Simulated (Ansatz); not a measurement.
The relaxed structure here is a generated cell of VN: the first start was made by placing the elements on the sites of a structure type, and the end was not matched to a known phase here, so it may be hypothetical. Known forms of VN include space group No. 225.

The end point of a relaxation of VN. Space group P2₁3 (No. 198). All values below come from PBEsol (plane waves to 420 eV, PAW, scalar-relativistic; Ansatz, a first-principles code).

```cif
data_N4V4
_chemical_formula_sum 'V4 N4'
_space_group_name_H-M_alt 'P 1'
_space_group_IT_number 1
_cell_length_a 4.07312
_cell_length_b 4.07312
_cell_length_c 4.07312
_cell_angle_alpha 90.000
_cell_angle_beta 90.000
_cell_angle_gamma 90.000
loop_
_space_group_symop_operation_xyz
  'x, y, z'
loop_
_atom_site_label
_atom_site_type_symbol
_atom_site_fract_x
_atom_site_fract_y
_atom_site_fract_z
_atom_site_occupancy
V1 V 0.24108 0.24108 0.24108 1
V2 V 0.74108 0.25892 0.75892 1
V3 V 0.75892 0.74108 0.25892 1
V4 V 0.25892 0.75892 0.74108 1
N1 N 0.75577 0.75577 0.75577 1
N2 N 0.25577 0.74423 0.24423 1
N3 N 0.24423 0.25577 0.74423 1
N4 N 0.74423 0.24423 0.25577 1
```

Task: What is the computed magnetic moment (PBEsol)?

Result: Zero (the starting moments vanished).

No spin polarisation in the result: the starting moments vanished.

The run could not lower the symmetry of its start; a shaken copy of this end point relaxes with PBEsol to P4/nmm (No. 129), 0.01 eV/atom lower.
